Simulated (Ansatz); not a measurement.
These are results of DFT PBE, scalar-relativistic, plane waves, PAW in Ansatz, not measurements. All cells share a 420 eV cutoff and Γ-centred k meshes spaced at most about 0.3 Å⁻¹ (about 0.25 or finer for metals, 2π included). Collinear spin in cells that started with moments and kept them past the coarse steps, no spin elsewhere.

Each of these unrelaxed guesses is relaxed in cell and atoms within its symmetry. A guess keeps its type if space group and coordination stay and the shape of the cell changes little (axis ratios within about 15 %, angles within 6°); the volume may change.

1. Sc2GeTe2 (collinear spin from parallel moments)

```
Sc Ge Te
1.0
    -2.37228    2.37228    5.43765
     2.37228   -2.37228    5.43765
     2.37228    2.37228   -5.43765
Sc Ge Te
2 1 2
Direct
  0.62927 0.62927 0.00000
  0.37073 0.37073 0.00000
  0.00000 0.00000 0.00000
  0.75000 0.25000 0.50000
  0.25000 0.75000 0.50000
```

2. Ga3BAs2

```
Ga B As
1.0
     2.76724    1.59767    4.61586
    -2.76724    1.59767    4.61586
     0.00000   -3.19534    4.61586
Ga B As
3 1 2
Direct
  0.00000 0.50000 0.50000
  0.50000 0.00000 0.50000
  0.50000 0.50000 0.00000
  0.50000 0.50000 0.50000
  0.12220 0.12220 0.12220
  0.87780 0.87780 0.87780
```

Task: Which keep their type?

Result: Guess 1 keeps its type.

```tsv
guess	kept	start group	end group	V start (Å³/atom)	V end	b/a and c/a, end over start	nearest neighbours start	nearest neighbours end
1	yes	I4/mmm	I4/mmm	24.5	30.5	1.00, 1.05	Ge 18, Sc 5, Te 4	Ge 18, Sc 5, Te 4
2	no	R-3m	R-3m	20.4	18.2	1.00, 0.54	As 16, B 6, Ga 6	As 4, B 6, Ga 4
```

Neighbours count within 15 % of an atom's shortest distance; end groups are read at 0.02 Å (0.05 Å in metals).

Spin–orbit coupling, which can matter for Te, is left out. The magnetic state reached may not be the lowest. Cells relaxed within their symmetry can be saddle points.
